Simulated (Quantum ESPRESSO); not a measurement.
Br in AgCl: local NMR parameters

Host, cell and atoms relaxed with PBE and no dispersion term (shieldings by GIPAW with PBE in a modified build of Quantum ESPRESSO, on JTH PAW datasets, 25 Ha, k-mesh 5×5×5 shifted, f-sum rule met within 0.003 %):

| site | site symmetry | σ_iso (ppm) |
|---|---|---|
| Ag (atoms 1, 3, 5, 7) | m-3m | 3463 |
| Cl (atoms 2, 4, 6, 8) | m-3m | 895 |

Its cell: a = 5.613 Å, b = 5.613 Å, c = 5.613 Å, α = 90.00°, β = 90.00°, γ = 90.00°.

Changed cell (atom 2 is the new one; 25 Ha, k-mesh 5×5×5 shifted):

```xyz
8
Lattice="5.6766 0.0000 0.0000 0.0000 5.6766 0.0000 0.0000 0.0000 5.6766" Properties=species:S:1:pos:R:3 pbc="T T T"
Ag     0.0000     0.0000     0.0000
Br     2.8383     0.0000     0.0000
Ag     0.0000     2.8383     2.8383
Cl     2.8383     2.8383     2.8383
Ag     2.8383     0.0000     2.8383
Cl     0.0000     0.0000     2.8383
Ag     2.8383     2.8383     0.0000
Cl     0.0000     2.8383     0.0000
```
The cell was made here from a computed Materials Project entry: one of 4 Cl replaced by Br, cell and atoms relaxed (PBE without dispersion, pw.x of Quantum ESPRESSO, symmetry kept). The parent is AgCl in Fm-3m. The swapped cell is a model, not a known phase. Stability against distortions was not tested. The run has no spin polarisation.

σ is an absolute shielding without the bulk-susceptibility term: within one crystal shift differences are minus those of σ, between compounds the missing term differs by several ppm. In our sweeps, cutoffs and meshes of this size left a few ppm, and up to some 20 ppm on atoms from Zn on. Spin–orbit coupling is left out; its weight grows with the heaviest atom, Ag here. The datasets of Br, Cl hold no d projectors, which limits absolute σ on these atoms. The band gap at this level is small, which makes the paramagnetic part of σ large and sensitive to the functional. Static lattice: thermal averaging is not included.

Task: What do the sites of the changed cell show?

Result: 
| site | distance to atom 2 (Å) | σ_iso (ppm) | change from the host | span Ω (ppm) |
|---|---|---|---|---|
| Ag1 (atoms 1, 5, 7) | 2.84 | 3424 | -39 | 168 |
| Br (atom 2) | – | 2705 | – | 0 |
| Ag2 (atom 3) | 4.92 | 3538 | +75 | 0 |
| Cl (atoms 4, 6, 8) | 4.01 | 853 | -42 | 79 |
Ω = σ33 − σ11 is nil on cubic sites and else less certain than σ_iso.
The swap repeats in every cell, so this is an ordered compound and not a dilute impurity.
